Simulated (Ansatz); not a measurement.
Li, first-principles data

Li:
```cif
data_Li4
_chemical_formula_sum 'Li4'
_space_group_name_H-M_alt 'P63/mmc'
_space_group_IT_number 194
_space_group_name_Hall '-P 6c 2c'
_cell_length_a 3.08718
_cell_length_b 3.08718
_cell_length_c 10.12343
_cell_angle_alpha 90.000
_cell_angle_beta 90.000
_cell_angle_gamma 120.000
loop_
_atom_site_label
_atom_site_type_symbol
_atom_site_symmetry_multiplicity
_atom_site_Wyckoff_symbol
_atom_site_fract_x
_atom_site_fract_y
_atom_site_fract_z
_atom_site_occupancy
Li1 Li 2 a 0.00000 0.00000 0.00000 1
Li2 Li 2 c 0.33333 0.66667 0.25000 1
```

Space group P6_3/mmc (No. 194), dhcp (α-La type); conventional cell a = b = 3.087 Å, c = 10.123 Å, α = β = 90.00°, γ = 120.00°.

Method: plane-wave PAW r²SCAN+D4 (Ansatz code). Structure relaxed to zero pressure with the same functional. Other levels are named where they apply.

Cell and energy:

```
Property             Result
---------------  ----------
Volume per atom    20.89 Å³
Density          0.55 g/cm³
```

Electronic structure:

```
Property                                                                    Result
------------------------------------  --------------------------------------------
Electronic character                                             metallic (no gap)
Density of states at the Fermi level  0.48 states/eV per atom (mean over ±0.08 eV)
```

The first step of the workflow began from a Materials Project structure, measured or hypothetical; the Crystallography Open Database files this formula in space group No. 194, but the cells were not matched. It is not the phase usual at ambient conditions (space group No. 229). The r²SCAN+D4 relaxation kept the symmetry of its start; its stability against distortions is not shown here. The pairwise dispersion correction was not fitted to metals. Axis ratios of metals converge slowly with the k-mesh, so a and c are less sure than the volume.

Potentials: the later of the program's two PAW sets.
